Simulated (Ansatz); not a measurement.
Ansatz input file:

```yaml
crystal:
  lattice:
    - [-3.7760654723, 3.7760654723, 2.9220603301]
    - [3.7760654723, -3.7760654723, 2.9220603301]
    - [3.7760654723, 3.7760654723, -2.9220603301]
  atoms:
    - { symbol: Pb, position: [0.1605410381, 0.6605410381, 0.8210820763] }
    - { symbol: Pb, position: [0.6605410381, 0.8394589619, 0.5] }
    - { symbol: Pb, position: [0.8394589619, 0.3394589619, 0.1789179237] }
    - { symbol: Pb, position: [0.3394589619, 0.1605410381, 0.5] }
    - { symbol: Au, position: [0.75, 0.75, 0.0] }
    - { symbol: Au, position: [0.25, 0.25, 0.0] }
basis:
  ecutwfc: 500
kpoints:
  mp_grid: { grid: [8, 8, 8] }
hamiltonian:
  xc: r2scan
scf:
  occupations: { method: gaussian, width: 0.1 }
output:
  forces: true
  stress: true
  eigenvalues: true
relax:
  adjacent_minimum: "off"
  f_tol: 0.01
  max_steps: 30
  cell: { stress_tol: 0.1, fix: [volume] }
```

Run as
```bash
ansatz run input.yaml --threads 1 --pin off --max-ram 2560MiB --backend cpu --events-out ev --progress --plain --runs-dir out
```

Method: Ansatz 0.2.0, DFT r2SCAN, scalar-relativistic, plane waves, PAW.

Part of what the program printed, abridged (iterations and final results):

```
SCF iter   1: F=—  HF=-74010.872401 eV  |F-HF|=—  |Δ(HF+E_count)|=         —  Δρ=9.71e-3  dr2=2.22e-1  dr2_τ=1.94e-2  ethr=1.77e-3  ⟨swp⟩=9.1  Hψ=14923  notcnv=0  defer=19
SCF iter   2: F=—  HF=-74010.845453 eV  |F-HF|=—  |Δ(HF+E_count)|=   2.69e-2  Δρ=3.74e-3  dr2=3.27e-2  dr2_τ=4.25e-3  ethr=2.37e-4  ⟨swp⟩=2.0  Hψ=5122  notcnv=0  defer=45
SCF iter   3: F=—  HF=-74010.843118 eV  |F-HF|=—  |Δ(HF+E_count)|=   2.34e-3  Δρ=1.29e-3  dr2=5.05e-3  dr2_τ=1.29e-4  ethr=3.48e-5  ⟨swp⟩=2.9  Hψ=5614  notcnv=0  defer=45
SCF iter   4: F=—  HF=-74010.843709 eV  |F-HF|=—  |Δ(HF+E_count)|=   5.92e-4  Δρ=4.86e-4  dr2=7.11e-4  dr2_τ=1.60e-5  ethr=5.38e-6  ⟨swp⟩=2.7  Hψ=5608  notcnv=0  defer=45
SCF iter   5: F=—  HF=-74010.843894 eV  |F-HF|=—  |Δ(HF+E_count)|=   1.84e-4  Δρ=1.58e-4  dr2=1.01e-4  dr2_τ=3.03e-6  ethr=7.56e-7  ⟨swp⟩=2.0  Hψ=4386  notcnv=0  defer=45
SCF iter   6: F=—  HF=-74010.843928 eV  |F-HF|=—  |Δ(HF+E_count)|=   3.47e-5  Δρ=5.33e-5  dr2=4.98e-6  dr2_τ=1.03e-7  ethr=1.08e-7  ⟨swp⟩=2.0  Hψ=4388  notcnv=0  defer=45
SCF iter   7: F=—  HF=-74010.843882 eV  |F-HF|=—  |Δ(HF+E_count)|=   4.62e-5  Δρ=1.87e-5  dr2=8.74e-7  dr2_τ=2.71e-8  ethr=5.30e-9  ⟨swp⟩=2.0  Hψ=5565  notcnv=0  defer=46
SCF iter   8: F=-74010.843882 eV  HF=-74010.843882 eV  |F-HF|=5.85e-9  |Δ(HF+E_count)|=   2.74e-7  Δρ=5.11e-6  dr2=6.17e-8  dr2_τ=1.69e-9  ethr=1.06e-10  ⟨swp⟩=10.0  Hψ=17543  notcnv=0
SCF 1 converged in 8 iterations: F = -74010.843882 eV  dr2 = 6.17e-8
relax step   1: F+E_penalty+E_count = -74010.84388236 eV  Δ(F+E_penalty+E_count) = +0.000e0 eV  max|allowed force component| = 2.292e-2 eV/Å  Δτ_max = 0.0000 Å  P = -3.188 GPa  Ω = 166.659 Å³  fix = [volume]  reactions: volume -3.188 GPa (8 SCF iters, dr2 threshold 1.00e-7 eV, accepted)
Initial density: handed on by an earlier stage of this run
Initial wavefunctions: those handed on with the density
SCF iter   1: F=—  HF=-74010.834530 eV  |F-HF|=—  |Δ(HF+E_count)|=         —  Δρ=3.63e-4  dr2=4.79e-4  dr2_τ=8.17e-3  ethr=4.55e-7  ⟨swp⟩=2.3  Hψ=15333  notcnv=0
SCF iter   2: F=—  HF=-74010.844614 eV  |F-HF|=—  |Δ(HF+E_count)|=   1.01e-2  Δρ=1.74e-4  dr2=3.61e-5  dr2_τ=1.45e-6  ethr=4.55e-7  ⟨swp⟩=2.2  Hψ=5706  notcnv=0
SCF iter   3: F=—  HF=-74010.844627 eV  |F-HF|=—  |Δ(HF+E_count)|=   1.26e-5  Δρ=1.27e-4  dr2=2.08e-5  dr2_τ=5.49e-7  ethr=3.84e-8  ⟨swp⟩=2.0  Hψ=4486  notcnv=0
SCF iter   4: F=—  HF=-74010.844602 eV  |F-HF|=—  |Δ(HF+E_count)|=   2.47e-5  Δρ=3.00e-5  dr2=1.51e-6  dr2_τ=6.46e-8  ethr=2.21e-8  ⟨swp⟩=2.6  Hψ=5669  notcnv=0
SCF iter   5: F=—  HF=-74010.844604 eV  |F-HF|=—  |Δ(HF+E_count)|=   1.61e-6  Δρ=1.30e-5  dr2=5.54e-7  dr2_τ=4.09e-9  ethr=1.60e-9  ⟨swp⟩=2.0  Hψ=5670  notcnv=0
SCF iter   6: F=—  HF=-74010.844604 eV  |F-HF|=—  |Δ(HF+E_count)|=   2.18e-8  Δρ=6.52e-6  dr2=1.69e-7  dr2_τ=6.63e-10  ethr=5.89e-10  ⟨swp⟩=2.0  Hψ=4480  notcnv=0
SCF iter   7: F=—  HF=-74010.844604 eV  |F-HF|=—  |Δ(HF+E_count)|=   1.37e-8  Δρ=3.10e-6  dr2=4.57e-8  dr2_τ=3.57e-10  ethr=1.80e-10  ⟨swp⟩=2.9  Hψ=5543  notcnv=0
SCF iter   8: F=-74010.844604 eV  HF=-74010.844604 eV  |F-HF|=7.49e-9  |Δ(HF+E_count)|=   5.33e-9  Δρ=1.46e-6  dr2=1.24e-8  dr2_τ=2.37e-11  ethr=3.49e-11  ⟨swp⟩=5.1  Hψ=11413  notcnv=0
SCF 2 converged in 8 iterations: F = -74010.844604 eV  dr2 = 1.24e-8
relax step   2: F+E_penalty+E_count = -74010.84460398 eV  Δ(F+E_penalty+E_count) = -7.216e-4 eV  max|allowed force component| = 1.453e-3 eV/Å  Δτ_max = 0.0087 Å  P = -3.131 GPa  Ω = 166.659 Å³  energy of the carried Pulay correction = -1.356e-17 eV  fix = [volume]  reactions: volume -3.131 GPa (8 SCF iters, dr2 threshold 3.28e-8 eV, accepted)
Initial wavefunctions: pseudopotential atomic-orbital guess (no wavefunctions were taken with the density)
SCF iter   1: F=—  HF=-74010.844646 eV  |F-HF|=—  |Δ(HF+E_count)|=         —  Δρ=2.98e-6  dr2=1.33e-8  dr2_τ=9.33e-9  ethr=3.42e-8  ⟨swp⟩=3.7  Hψ=24451  notcnv=0
SCF iter   2: F=—  HF=-74010.844600 eV  |F-HF|=—  |Δ(HF+E_count)|=   4.66e-5  Δρ=1.67e-6  dr2=6.44e-9  dr2_τ=6.27e-10  ethr=1.42e-11  ⟨swp⟩=3.0  Hψ=6990  notcnv=0
SCF iter   3: F=—  HF=-74010.844600 eV  |F-HF|=—  |Δ(HF+E_count)|=   6.71e-9  Δρ=4.99e-7  dr2=7.58e-10  dr2_τ=1.23e-10  ethr=6.85e-12  ⟨swp⟩=3.0  Hψ=5746  notcnv=0
SCF iter   4: F=-74010.844600 eV  HF=-74010.844600 eV  |F-HF|=1.46e-10  |Δ(HF+E_count)|=  2.04e-10  Δρ=2.67e-7  dr2=1.31e-10  dr2_τ=1.79e-11  ethr=1.00e-12  ⟨swp⟩=7.9  Hψ=14393  notcnv=0
SCF 3 converged in 4 iterations: F = -74010.844600 eV  dr2 = 1.31e-10
SCF converged after 4 iterations
Free energy (F): -74010.844600 eV
Harris-Foulkes:  -74010.844600 eV  (|F-HF|=1.46e-10)
Internal energy: -74010.832314 eV  (E = F + TS)
E sigma→0 (E₀):  -74010.838457 eV
Entropy (-TS):   -0.012286 eV (-2.048 meV/atom)
Fermi energy:    11.785264 eV
--- Per-component energies (eV) ---
  E_band       = -906.578491
  E_kinetic    = 2359.758820
  E_local      = -9509.256745  (includes V_loc(G=0)·N_el)
  E_nonlocal   = 1551.068257
  E_hartree    = 3961.020540
  E_xc         = -1266.616048
  E_vxc        = -1191.769781  (∫ρ·V_xc dr)
  E_paw        = -61196.419322  (= ΣΔE_a)
  E_vpaw       = -2123.700762  (= ΣTr[D̂ρ^β])
  E_aug_tail   = 0.001664  (compensation charges beyond the density's cutoff)
  E_vtau       = 85.279481  (kinetic-family band-sum trace: ∫τ·v_τ [+ j·A + Jᵃ·Aᵃ] dr)
  E_ewald      = -9913.898842
  E_core_change = 3.509362  (= ΣΔE_core)
  E_smearing   = -0.012286  (= −TS)
--- Forces (eV/Å), atoms counted from 1 ---
  atom   1  Pb    -0.00143152    -0.00143152     0.00000000
  atom   2  Pb     0.00143152    -0.00143152     0.00000000
  atom   3  Pb     0.00143152     0.00143152     0.00000000
  atom   4  Pb    -0.00143152     0.00143152     0.00000000
  atom   5  Au     0.00000000     0.00000000     0.00000000
  atom   6  Au     0.00000000     0.00000000     0.00000000
--- Stress (GPa, compression-positive) ---
       -3.103777       0.000000       0.000000
        0.000000      -3.103777       0.000000
        0.000000       0.000000      -3.185676
  P = ⅓ Tr σ = -3.1311 GPa (-31.311 kbar)
--- Band table (eV; the first three rows and the last of 59) ---
  k-point 0: bands = ["-95.8819", "-95.8782", "-46.7862", "-46.7321", "-46.7321", "-46.7227", "-46.7227", "-46.6769", "-5.9002", "-5.8734", "-5.8576", "-5.8576", "-5.8535", "-5.8535", "-5.8465", "-5.8289", "-5.8123", "-5.8077", "-5.7789", "-5.7508", "-5.7477", "-5.7477", "-5.7375", "-5.7375", "-5.7122", "-5.7119", "-5.7119", "-5.6659", "0.3750", "3.2567", "4.2394", "4.2394", "5.8988", "7.1114", "7.1620", "7.1620", "7.4413", "7.6975", "7.7473", "8.2091", "8.3858", "8.3858", "8.8594", "10.3074", "10.3074", "10.3808", "10.3808", "10.6470", "10.8313", "12.1152", "12.9461", "13.3936", "15.2108", "15.4095", "15.4095", "18.3963", "20.2022"]
  k-point 1: bands = ["-95.8819", "-95.8782", "-46.7862", "-46.7321", "-46.7321", "-46.7227", "-46.7227", "-46.6769", "-5.8958", "-5.8919", "-5.8704", "-5.8544", "-5.8542", "-5.8537", "-5.8327", "-5.8273", "-5.8184", "-5.7938", "-5.7806", "-5.7669", "-5.7447", "-5.7386", "-5.7341", "-5.7283", "-5.7165", "-5.7150", "-5.7092", "-5.6653", "0.4618", "3.1854", "4.1267", "4.2690", "5.8752", "6.8977", "7.0442", "7.3586", "7.4626", "7.6493", "7.7287", "8.0922", "8.3815", "8.3903", "8.9164", "9.9274", "10.0753", "10.4804", "10.5009", "11.2352", "11.2721", "12.4906", "12.9594", "13.1094", "14.3950", "16.0422", "16.2380", "18.1808", "19.3335"]
  k-point 2: bands = ["-95.8819", "-95.8782", "-46.7862", "-46.7321", "-46.7321", "-46.7227", "-46.7227", "-46.6769", "-5.9101", "-5.8952", "-5.8839", "-5.8565", "-5.8555", "-5.8457", "-5.8449", "-5.8201", "-5.8020", "-5.7864", "-5.7821", "-5.7791", "-5.7416", "-5.7350", "-5.7242", "-5.7224", "-5.7220", "-5.7091", "-5.7090", "-5.6634", "0.7182", "2.8927", "3.9223", "4.3455", "5.8383", "6.6944", "6.9231", "7.4666", "7.4789", "7.5190", "7.6422", "7.9553", "8.3701", "8.3936", "9.0520", "9.6759", "9.7049", "10.4842", "10.8449", "11.6524", "12.1940", "12.8860", "13.3209", "13.6466", "13.9912", "16.4355", "16.7570", "17.5451", "18.7540"]
  k-point 58: bands = ["-95.8819", "-95.8782", "-46.7862", "-46.7321", "-46.7321", "-46.7227", "-46.7227", "-46.6769", "-5.9483", "-5.9111", "-5.9040", "-5.8605", "-5.8354", "-5.8354", "-5.8293", "-5.8293", "-5.8030", "-5.8030", "-5.7965", "-5.7909", "-5.7598", "-5.7533", "-5.7206", "-5.6945", "-5.6845", "-5.6845", "-5.6658", "-5.6658", "2.5657", "2.5657", "2.7749", "3.8991", "5.0238", "6.4980", "6.4980", "6.6236", "6.7366", "7.2458", "7.3710", "7.7258", "7.8672", "8.3560", "8.3560", "10.1888", "10.8990", "12.9437", "13.1467", "13.1467", "13.5352", "14.2616", "14.2616", "14.9697", "15.2794", "15.2794", "16.3108", "17.0277", "18.0343"]
--- Relaxed structure (2 steps of the walk, 2 accepted, 1 SCFs on fresh bases) ---
  F+E_penalty+E_count = -74010.84459988 eV   max|allowed force component| = 1.432e-3 eV/Å   (the final SCF, on the basis selected at the relaxed cell)
  cell:  # Å, volume = 166.6588 Å³
    - [-3.77893108, 3.77893108, 2.91763033]
    - [3.77893108, -3.77893108, 2.91763033]
    - [3.77893108, 3.77893108, -2.91763033]
  atoms:
    - { symbol: Pb, position: [0.16135522, 0.66135522, 0.82271045] }
    - { symbol: Pb, position: [0.66135522, 0.83864477, 0.5] }
    - { symbol: Pb, position: [0.83864477, 0.33864477, 0.17728954] }
    - { symbol: Pb, position: [0.33864477, 0.16135522, 0.5] }
    - { symbol: Au, position: [0.75, 0.75, 0.0] }
    - { symbol: Au, position: [0.24999999, 0.24999999, 0.0] }
```

The relaxation met its thresholds.

The run took 3.6 min on 1 thread of Arm Neoverse V1 (shared host), peak memory 1.1 GiB.

Spin–orbit coupling is left out, which can shift energies with elements as heavy as these.